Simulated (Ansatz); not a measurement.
A relaxation computed with Ansatz, from input to last step.

```yaml
crystal:
  lattice:
    - [-4.84508304, 4.84508304, -1.61502768]
    - [-4.84508304, -1.61502768, 4.84508304]
    - [1.61502768, 4.84508304, 4.84508304]
  atoms:
    - { symbol: Al, position: [0.999706761, 0.0011930796, 0.9993519469] }
    - { symbol: Al, position: [0.4970166453, 0.502030088, 0.0052177308] }
    - { symbol: Al, position: [0.1003853874, 0.5981747475, 0.1026334516] }
    - { symbol: Al, position: [0.2010236435, 0.2018349468, 0.1936664716] }
    - { symbol: Al, position: [0.2973508518, 0.8025896793, 0.3012991264] }
    - { symbol: Al, position: [0.3971981629, 0.3954443782, 0.3980561911] }
    - { symbol: Al, position: [0.5033038858, 0.9959399802, 0.4976048242] }
    - { symbol: Al, position: [0.1004794248, 0.0940393028, 0.6025877374] }
    - { symbol: Al, position: [0.9033496025, 0.9007144422, 0.4020821865] }
    - { symbol: Al, position: [0.5944167228, 0.6002189253, 0.6007852348] }
    - { symbol: Al, position: [0.7038874149, 0.2011124986, 0.6978995156] }
    - { symbol: Al, position: [0.202656742, 0.6976045422, 0.7008601624] }
    - { symbol: Al, position: [0.2948199254, 0.299256621, 0.80261398] }
    - { symbol: Al, position: [0.8019601726, 0.7994678807, 0.795692193] }
    - { symbol: Al, position: [0.9011360653, 0.4026621832, 0.8971988554] }
    - { symbol: Al, position: [0.4034198915, 0.8984573628, 0.9023074743] }
    - { symbol: Nb, position: [0.7984430272, 0.3053397764, 0.3003941618] }
    - { symbol: Ta, position: [0.5969822007, 0.095942423, 0.0985749391] }
    - { symbol: Ta, position: [0.7070136343, 0.6987579443, 0.1974829725] }
    - { symbol: Ta, position: [0.9982591438, 0.5031236796, 0.5009677145] }
  symmetry: { detect: false }
basis:
  ecutwfc: 420
kpoints:
  mp_grid: { grid: [2, 2, 2], shift: [0.5, 0.5, 0.5] }
hamiltonian:
  xc: pbe
scf:
  occupations: { method: gaussian, width: 0.1 }
  lower_state_search: "off"
output:
  forces: true
  stress: true
  eigenvalues: true
relax:
  adjacent_minimum: "off"
  f_tol: 0.04
  max_steps: 50
  cell: { stress_tol: 0.3 }
```

```bash
ansatz run input.yaml --threads 4 --pin off --max-ram 9216MiB --backend cpu --events-out ev --progress --plain --runs-dir out
```

The calculation used DFT PBE, scalar-relativistic, plane waves, PAW in Ansatz.

Of 15 frames 10 are shown, positions in Å and forces in eV/Å; the SCF threshold varies from step to step. Steps run on the plane waves of an earlier cell, with a Pulay correction in the pressure. The basis is chosen afresh for the last frame, the zero of the energies, and at times for earlier ones too; energy and pressure can step there, also at an unchanged geometry. Where two frames share a geometry here, they differ by under 2 meV/atom and 0.3 GPa.

```xyz
20
Lattice="-4.8451 4.8451 -1.6150 -4.8451 -1.6150 4.8451 1.6150 4.8451 4.8451" Properties=species:S:1:pos:R:3:forces:R:3 pbc="T T T" step=1 free_energy_over_end_meV_per_atom=109.46 pressure_GPa=-1.95
Al   -3.2355    9.6837    3.2332    0.2865    0.0569   -0.0972
Al   -4.8320    1.6226    1.6550    0.0408   -0.0278   -0.2920
Al   -3.2188    0.0176    3.2333   -0.0557   -0.1195    0.0208
Al   -1.6391    1.5863    1.5916    0.1990   -0.0428    0.3739
Al   -4.8427    1.6043    4.8682   -0.0242    0.2999   -0.1633
Al   -3.1975    3.2144    3.2031   -0.2440    0.1113   -0.0083
Al   -6.4603    3.2410    6.4235    0.0999    0.0816   -0.0409
Al    0.0307    3.2545    3.2129   -0.2558   -0.0434   -0.0166
Al   -8.0915    4.8702    4.8532   -0.0113   -0.4424   -0.0589
Al   -4.8178    4.8215    4.8590   -0.1232   -0.0119   -0.2936
Al   -3.2577    6.4670    3.2190   -0.0874   -0.1124    0.1935
Al   -3.2299    3.2510    6.4484    0.0624   -0.1288    0.0274
Al   -1.5821    4.8339    4.8625   -0.2028    0.1319   -0.1468
Al   -6.4740    6.4496    6.4335    0.0451    0.1451   -0.0366
Al   -4.8680    8.0628    4.8426    0.2973    0.0636    0.4056
Al   -4.8505    4.8753    8.0733   -0.0759   -0.0355    0.0446
Nb   -4.8628    4.8308    1.6453    0.3105    0.3106   -0.4587
Ta   -3.1981    3.2151   -0.0217   -0.2253   -0.4058   -0.0424
Ta   -6.4921    3.2538    3.2005    0.3739   -1.1038    0.1660
Ta   -6.4652    6.4513    3.2527   -0.4097    1.2732    0.4236
20
Lattice="-4.8531 4.7311 -1.5276 -4.9181 -1.5313 4.9150 1.5336 4.7384 4.8573" Properties=species:S:1:pos:R:3:forces:R:3 pbc="T T T" step=3 free_energy_over_end_meV_per_atom=75.70 pressure_GPa=0.23
Al   -3.2756    9.4569    3.2956    0.0357   -0.0226   -0.0520
Al   -4.8639    1.5123    1.6814   -0.0505   -0.2049    0.0167
Al   -3.2177    0.0293    3.3580    0.0892    0.0129    0.0870
Al   -1.6551    1.5625    1.6831   -0.0366    0.0234   -0.0025
Al   -4.8856    1.6289    4.9517    0.1513   -0.0117    0.0455
Al   -3.3396    3.1896    3.2358   -0.0980   -0.0235   -0.0308
Al   -6.5553    3.2210    6.5266    0.0108    0.0033   -0.0191
Al   -0.0598    3.1758    3.2298    0.0062   -0.0616    0.0018
Al   -8.1466    4.7213    4.9298    0.0636   -0.1194   -0.0902
Al   -4.9979    4.7445    4.8669   -0.0696    0.0089   -0.0927
Al   -3.3609    6.3295    3.3381   -0.0122    0.0211    0.0348
Al   -3.3840    3.2703    6.5778   -0.1327    0.2396    0.1603
Al   -1.6927    4.7396    4.8942    0.0400   -0.0603   -0.0536
Al   -6.6145    6.3380    6.5277    0.0163    0.0010   -0.1061
Al   -4.9072    7.9335    5.0469    0.0350    0.0077    0.0766
Al   -5.0020    4.8032    8.1957    0.0385    0.0943   -0.0184
Nb   -4.8870    4.8127    1.7178   -0.1319    0.0478    0.0963
Ta   -3.2464    3.0876    0.0613   -0.0140    0.0039    0.0506
Ta   -6.5063    3.0468    3.3052   -0.0743    0.0949    0.0396
Ta   -6.6192    6.5189    3.4479    0.1330   -0.0545   -0.1441
20
Lattice="-4.9037 4.5691 -1.5755 -4.9868 -1.5131 5.0054 1.5748 4.5774 4.9307" Properties=species:S:1:pos:R:3:forces:R:3 pbc="T T T" step=4 free_energy_over_end_meV_per_atom=74.42 pressure_GPa=0.90
Al   -3.2695    9.1148    3.2769    0.0563   -0.1068    0.0415
Al   -4.9376    1.3309    1.6943   -0.0866    0.3405    0.1159
Al   -3.1937    0.0162    3.4835   -0.0842    0.0631   -0.1979
Al   -1.6879    1.5031    1.6962   -0.0205    0.0298   -0.1087
Al   -4.8731    1.5626    5.0617   -0.0219    0.0591   -0.0321
Al   -3.4324    3.0546    3.2458    0.1286   -0.1061    0.0552
Al   -6.6098    3.0786    6.6356   -0.0620   -0.0744   -0.0481
Al   -0.0244    3.0237    3.2413    0.0490    0.0503    0.0038
Al   -8.1970    4.4651    4.9447   -0.1502   -0.0477    0.1862
Al   -5.1031    4.5628    4.8655    0.1644   -0.0150    0.1050
Al   -3.3832    6.1181    3.3983    0.0711    0.0938    0.0081
Al   -3.4454    3.2526    6.7374    0.1730   -0.3233   -0.1804
Al   -1.6692    4.5366    4.9170    0.0165    0.1504    0.0028
Al   -6.6787    6.0946    6.5554    0.0534    0.0087   -0.0292
Al   -4.9088    7.6576    5.1540   -0.0738   -0.0577   -0.1494
Al   -5.0595    4.6508    8.3555   -0.0555    0.0431    0.0842
Nb   -4.9784    4.6924    1.7711   -0.0655   -0.0173    0.0677
Ta   -3.3211    2.9847    0.1027   -0.0914    0.0354    0.0582
Ta   -6.5822    2.8695    3.3522   -0.0405    0.0111    0.0190
Ta   -6.6932    6.3434    3.4932    0.0397   -0.1371   -0.0017
20
Lattice="-4.7664 4.6325 -1.5308 -4.8815 -1.4663 5.1713 1.4713 4.6881 5.1118" Properties=species:S:1:pos:R:3:forces:R:3 pbc="T T T" step=6 free_energy_over_end_meV_per_atom=48.94 pressure_GPa=-0.05
Al   -3.0042    9.1568    3.2153   -0.4100    0.0881    0.1339
Al   -5.0434    1.4707    1.9598    0.1790   -0.0437   -0.0246
Al   -3.0633    0.1670    3.4115    0.1005   -0.0362    0.1095
Al   -1.4385    1.4757    1.5072    0.1982   -0.0472   -0.0225
Al   -4.6828    1.7497    5.1691   -0.1518   -0.0995   -0.0446
Al   -3.1672    3.0373    3.2659    0.1778    0.0439   -0.0654
Al   -6.3956    3.2563    6.8264    0.0282    0.0046    0.0716
Al   -0.2338    3.1022    3.4829   -0.1494   -0.0139    0.0922
Al   -8.2700    4.5770    5.3639   -0.0650    0.0157   -0.1418
Al   -4.7695    4.5798    4.9824    0.0338    0.0479    0.0015
Al   -3.2355    6.3685    3.5054    0.0951   -0.0594   -0.2144
Al   -3.4707    3.2945    7.1225   -0.2356    0.0871    0.0788
Al   -1.8886    4.6889    5.2498   -0.0827    0.0019    0.1803
Al   -6.3313    6.1644    6.6368   -0.0369   -0.0589    0.4583
Al   -4.7576    7.9508    5.2496    0.1159    0.0958   -0.1448
Al   -5.1188    4.8556    8.9275    0.0603   -0.0470   -0.1518
Nb   -5.0056    4.7908    2.1472    0.1569   -0.0602   -0.2769
Ta   -3.3712    3.0819    0.3689    0.0209   -0.0486   -0.1644
Ta   -6.6417    2.9933    3.6694    0.2461   -0.0140    0.2045
Ta   -6.6305    6.4235    3.8807   -0.2813    0.1435   -0.0796
20
Lattice="-4.8600 4.4411 -1.4992 -5.0781 -1.4563 5.2241 1.4931 4.5050 5.0699" Properties=species:S:1:pos:R:3:forces:R:3 pbc="T T T" step=7 free_energy_over_end_meV_per_atom=22.81 pressure_GPa=0.60
Al   -3.0722    8.8469    3.2071   -0.0731    0.0096    0.2797
Al   -5.1933    1.4377    2.0847   -0.1718    0.1217    0.2558
Al   -3.1024    0.0810    3.3645   -0.0232    0.0145   -0.1114
Al   -1.3802    1.4265    1.4575   -0.1623    0.1465    0.0610
Al   -4.8336    1.6009    5.0869    0.1135   -0.1104   -0.2194
Al   -3.1667    2.9504    3.2325    0.2481    0.0808    0.1366
Al   -6.5670    3.0517    6.7876   -0.0199   -0.2066   -0.0918
Al   -0.3639    2.9978    3.6112   -0.2821   -0.1850    0.2361
Al   -8.5968    4.3916    5.4965    0.0589    0.0246    0.1343
Al   -4.8727    4.4296    4.9749   -0.0194    0.1457   -0.0029
Al   -3.2028    6.0409    3.3456    0.1736   -0.1694   -0.2381
Al   -3.7520    3.0885    7.2161    0.1283    0.0276   -0.2870
Al   -2.0402    4.5141    5.3892   -0.0043   -0.1547    0.1238
Al   -6.4892    5.9269    6.7265    0.0178    0.1100    0.1206
Al   -4.8075    7.5536    5.1240   -0.1671   -0.1116   -0.1210
Al   -5.3634    4.5650    8.9306   -0.0636    0.1445    0.0033
Nb   -5.1699    4.5390    2.1683   -0.1053   -0.1915   -0.1496
Ta   -3.4844    2.9108    0.3759   -0.1371    0.0622    0.1340
Ta   -6.8935    2.8660    3.8306    0.1560    0.1356   -0.0669
Ta   -6.9447    6.1298    3.9893    0.3330    0.1058   -0.1971
20
Lattice="-5.0281 4.3338 -1.4626 -5.2585 -1.3794 5.2748 1.4735 4.3582 5.0688" Properties=species:S:1:pos:R:3:forces:R:3 pbc="T T T" step=9 free_energy_over_end_meV_per_atom=2.89 pressure_GPa=-0.02
Al   -3.2614    8.6303    3.3097    0.1031   -0.0261   -0.0196
Al   -5.4371    1.4685    2.2119   -0.0754   -0.0716    0.0384
Al   -3.2073    0.0772    3.3148    0.0373   -0.0119    0.0753
Al   -1.4470    1.4634    1.4850    0.0074    0.0532    0.0468
Al   -4.9687    1.5060    5.0166    0.0022    0.0066    0.0322
Al   -3.2501    2.9496    3.2683   -0.0060   -0.0091   -0.0249
Al   -6.7444    2.9167    6.7712    0.0118   -0.0498   -0.0718
Al   -0.4637    2.8997    3.7298    0.0251    0.1006   -0.0104
Al   -8.9038    4.3459    5.6756   -0.0245   -0.1003    0.0504
Al   -5.0733    4.4097    5.0211   -0.0829    0.0128   -0.0392
Al   -3.2564    5.8120    3.2595   -0.0064    0.0374    0.0152
Al   -3.9132    3.0246    7.1959   -0.0696   -0.0647    0.0632
Al   -2.2017    4.3706    5.4952    0.0503    0.0664   -0.0643
Al   -6.7831    5.8501    6.8023    0.0344   -0.0070    0.0099
Al   -5.0242    7.3003    5.0915    0.0303   -0.0521    0.0075
Al   -5.7002    4.4173    9.0241   -0.0466   -0.0049    0.0072
Nb   -5.4194    4.4227    2.2006   -0.0609   -0.0444    0.0293
Ta   -3.6930    2.8156    0.4572    0.1860    0.0895   -0.2485
Ta   -7.1610    2.8275    3.9305   -0.1230    0.0165    0.1298
Ta   -7.2366    5.9604    4.0357    0.0074    0.0590   -0.0266
20
Lattice="-5.0659 4.3202 -1.4502 -5.2863 -1.3470 5.2909 1.4570 4.3328 5.0831" Properties=species:S:1:pos:R:3:forces:R:3 pbc="T T T" step=10 free_energy_over_end_meV_per_atom=1.52 pressure_GPa=0.03
Al   -3.2881    8.5969    3.3215   -0.0260   -0.0197    0.0224
Al   -5.4861    1.4625    2.2337   -0.0075   -0.0142    0.0100
Al   -3.2227    0.0881    3.3325   -0.0046    0.0098   -0.0110
Al   -1.4631    1.4767    1.5069    0.0357   -0.0061    0.0191
Al   -5.0039    1.5199    5.0392    0.0264   -0.0212   -0.0057
Al   -3.2851    2.9434    3.2722   -0.0199    0.0073   -0.0044
Al   -6.7866    2.9250    6.7841   -0.0132   -0.0125    0.0094
Al   -0.4848    2.9167    3.7495    0.0476   -0.0172   -0.0285
Al   -8.9720    4.3446    5.7198   -0.0156   -0.0394    0.0251
Al   -5.1312    4.4096    5.0399    0.0117    0.0105    0.0149
Al   -3.3078    5.8011    3.2808   -0.0201    0.0102   -0.0314
Al   -3.9589    3.0042    7.2302    0.0443    0.0215   -0.0351
Al   -2.2270    4.3674    5.5049   -0.0326   -0.0287    0.0341
Al   -6.8343    5.8428    6.8329   -0.0039   -0.0152   -0.0299
Al   -5.0679    7.2696    5.1153    0.0054    0.0170    0.0104
Al   -5.7750    4.4099    9.0665   -0.0017   -0.0162   -0.0019
Nb   -5.4743    4.4061    2.2248   -0.0161    0.1586    0.0094
Ta   -3.7122    2.8155    0.4524   -0.0420   -0.1068    0.0559
Ta   -7.2225    2.8309    3.9695    0.0519    0.0461   -0.0537
Ta   -7.3000    5.9576    4.0614   -0.0198    0.0162   -0.0090
20
Lattice="-5.0887 4.3302 -1.4391 -5.2902 -1.3192 5.2948 1.4392 4.3325 5.0956" Properties=species:S:1:pos:R:3:forces:R:3 pbc="T T T" step=12 free_energy_over_end_meV_per_atom=0.18 pressure_GPa=0.02
Al   -3.3281    8.5988    3.3494    0.0068    0.0032   -0.0090
Al   -5.5080    1.4841    2.2470   -0.0082   -0.0240    0.0024
Al   -3.2336    0.1077    3.3349    0.0113    0.0231   -0.0012
Al   -1.4657    1.4858    1.5170   -0.0029    0.0217   -0.0022
Al   -5.0153    1.5378    5.0480    0.0066   -0.0008    0.0017
Al   -3.3088    2.9617    3.2824   -0.0037   -0.0002   -0.0122
Al   -6.8075    2.9499    6.7966   -0.0027   -0.0024   -0.0028
Al   -0.4885    2.9309    3.7537    0.0168   -0.0138   -0.0097
Al   -8.9937    4.3676    5.7349   -0.0403   -0.0268    0.0392
Al   -5.1578    4.4392    5.0609    0.0032    0.0228   -0.0094
Al   -3.3394    5.8160    3.2926   -0.0001    0.0262    0.0089
Al   -3.9696    3.0269    7.2356   -0.0092   -0.0216    0.0189
Al   -2.2539    4.3751    5.5234    0.0192    0.0029   -0.0190
Al   -6.8709    5.8691    6.8486    0.0031   -0.0019   -0.0155
Al   -5.1041    7.2931    5.1415    0.0050   -0.0044    0.0017
Al   -5.8125    4.4381    9.0887   -0.0126   -0.0182    0.0114
Nb   -5.5053    4.4380    2.2437   -0.0005    0.0136   -0.0011
Ta   -3.7324    2.8110    0.4684    0.0216   -0.0185   -0.0260
Ta   -7.2419    2.8591    3.9788    0.0015    0.0261    0.0098
Ta   -7.3347    5.9848    4.0762   -0.0149   -0.0070    0.0143
20
Lattice="-5.0887 4.3302 -1.4391 -5.2902 -1.3192 5.2948 1.4392 4.3325 5.0956" Properties=species:S:1:pos:R:3:forces:R:3 pbc="T T T" step=13 free_energy_over_end_meV_per_atom=0.17 pressure_GPa=-0.01
Al   -3.3237    8.6009    3.3460    0.0004    0.0052    0.0037
Al   -5.5110    1.4799    2.2475   -0.0051    0.0012    0.0104
Al   -3.2315    0.1119    3.3306    0.0073    0.0059    0.0098
Al   -1.4592    1.4878    1.5155   -0.0311    0.0099    0.0068
Al   -5.0180    1.5372    5.0483    0.0192    0.0050   -0.0123
Al   -3.3086    2.9615    3.2773   -0.0062    0.0029    0.0174
Al   -6.8061    2.9527    6.7942   -0.0109   -0.0114    0.0059
Al   -0.4881    2.9341    3.7549   -0.0082   -0.0355    0.0011
Al   -9.0007    4.3624    5.7424   -0.0010   -0.0097    0.0010
Al   -5.1528    4.4444    5.0604   -0.0184    0.0000   -0.0151
Al   -3.3400    5.8232    3.2908   -0.0016   -0.0123    0.0121
Al   -3.9723    3.0191    7.2402    0.0028    0.0089    0.0034
Al   -2.2538    4.3741    5.5223    0.0114   -0.0272   -0.0062
Al   -6.8676    5.8688    6.8468    0.0001    0.0053   -0.0085
Al   -5.0990    7.2944    5.1386   -0.0253   -0.0062    0.0136
Al   -5.8179    4.4327    9.0917    0.0100    0.0151   -0.0097
Nb   -5.5068    4.4412    2.2471   -0.0055   -0.0192   -0.0079
Ta   -3.7295    2.8055    0.4667   -0.0128    0.0246    0.0103
Ta   -7.2429    2.8593    3.9810    0.0097    0.0334   -0.0118
Ta   -7.3422    5.9837    4.0801    0.0653    0.0039   -0.0241
20
Lattice="-5.1142 4.3269 -1.4289 -5.3007 -1.2910 5.3000 1.4263 4.3226 5.1092" Properties=species:S:1:pos:R:3:forces:R:3 pbc="T T T" step=15 free_energy_over_end_meV_per_atom=0.00 pressure_GPa=0.06
Al   -3.3571    8.5892    3.3695   -0.0100   -0.0012   -0.0014
Al   -5.5372    1.4894    2.2613    0.0088    0.0080   -0.0075
Al   -3.2405    0.1301    3.3333   -0.0022    0.0124   -0.0034
Al   -1.4726    1.4970    1.5258   -0.0133    0.0021   -0.0094
Al   -5.0320    1.5539    5.0562    0.0015    0.0029   -0.0011
Al   -3.3302    2.9692    3.2887   -0.0030   -0.0003   -0.0067
Al   -6.8321    2.9705    6.8067   -0.0041    0.0066    0.0158
Al   -0.4961    2.9334    3.7639    0.0045   -0.0135   -0.0116
Al   -9.0375    4.3771    5.7654   -0.0050   -0.0100   -0.0055
Al   -5.1818    4.4584    5.0773    0.0047    0.0014    0.0025
Al   -3.3705    5.8209    3.3087    0.0018    0.0062    0.0148
Al   -3.9882    3.0262    7.2527   -0.0128    0.0037    0.0107
Al   -2.2722    4.3706    5.5358    0.0017   -0.0096   -0.0029
Al   -6.9051    5.8809    6.8665    0.0053   -0.0045   -0.0042
Al   -5.1367    7.2927    5.1624    0.0018    0.0060    0.0084
Al   -5.8576    4.4467    9.1179    0.0067    0.0130   -0.0052
Nb   -5.5392    4.4444    2.2623    0.0125   -0.0243   -0.0085
Ta   -3.7522    2.8031    0.4778    0.0110   -0.0104   -0.0065
Ta   -7.2706    2.8782    3.9950   -0.0049    0.0062    0.0105
Ta   -7.3770    5.9874    4.0969   -0.0050    0.0053    0.0113
```

It took 57 s on 4 threads of Intel(R) Xeon(R) Platinum 8259CL CPU @ 2.50GHz (Skylake/Cascade Lake) (shared host), peak memory 0.85 GiB.

The k mesh is coarse. Spin–orbit coupling is left out, which can shift energies with elements as heavy as these.